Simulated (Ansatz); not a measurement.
GaSb (zinc blende)

Space group F-43m (No. 216); a = b = c = 6.1324 Å, α = β = γ = 90.00°

```tsv
atom	site	symmetry	x	y	z
Sb	4d	-43m	0.7500	0.7500	0.7500
Ga	4a	-43m	0.0000	0.0000	0.0000
```
(The calculation used a cell of 2 atoms; values per cell refer to that cell.)

E(V) scan at fixed shape, V₀ the volume above. Symmetry pins the atoms to their sites.

All values below come from r2SCAN (plane waves to 500 eV, PAW, scalar-relativistic; Ansatz, a program for electronic structure). k mesh 14×14×14 (Γ-centred), Fermi-Dirac smearing 0.05 eV. E stands for the smeared free energy. GaSb was relaxed with its symmetry unable to fall. Spin-orbit coupling is left out, though Sb is heavy. ΔE is measured from the relaxed starting cell.

```csv
V (Å³/atom),ΔE (meV/atom)
24.215,170.9
25.138,102.0
26.060,53.7
26.983,22.4
27.905,5.3
28.828,0.0
29.750,4.6
30.673,17.3
31.595,36.8
32.518,62.0
33.440,91.9
```

What is the fitted pressure derivative B₀′?

4.7.

What bulk modulus B₀ follows from a third-order Birch-Murnaghan fit?

53.1 GPa. Check by three points about V = 28.828 Å³/atom, step 0.922: d²E/dV² ≈ (5.3 − 2·0.0 + 4.6) meV / 0.922² = 0.0116 eV/Å⁶, and V·d²E/dV² × 160.2 = 53.7 GPa.

(Under strain, the slope of the energy per volume gives the stress and its curvature an elastic modulus.)
